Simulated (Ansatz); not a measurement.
B (simple cubic, space group No. 221) at seven volumes, DFT-r²SCAN in the program Ansatz with PAW potentials, scaled uniformly. One row is withheld.

```
V (Å³/atom)  P (GPa)
-----------  -------
6.103              ?
6.304          16.13
6.505           7.51
6.706           0.00
6.907          -6.52
7.109         -12.20
7.310         -17.13
```

Question: Fit the shown pressures and predict the withheld one.

Answer: Third-order Birch–Murnaghan: P = (3/2)B₀(x^(7/2) − x^(5/2))[1 + (3/4)(B′ − 4)(x − 1)] with x = (V₀/V)^(2/3). Least squares on the six rows gives V₀ = 6.706 Å³/atom, B₀ = 232.9 GPa, B′ = 3.68. At V = 6.103, x = 1.0648 and P = 26.09 GPa. The run itself gave 26.05 GPa.

Space group Pm-3m (simple cubic). A made-up cell: these elements were put on the sites of a structure type; neither database checked (COD, Materials Project) lists it. It is not the phase usual at ambient conditions (space group No. 166). The cell was relaxed with r²SCAN under the symmetry of its start; its stability against distortions is not shown here.

Potentials: the earlier of the program's two PAW sets.
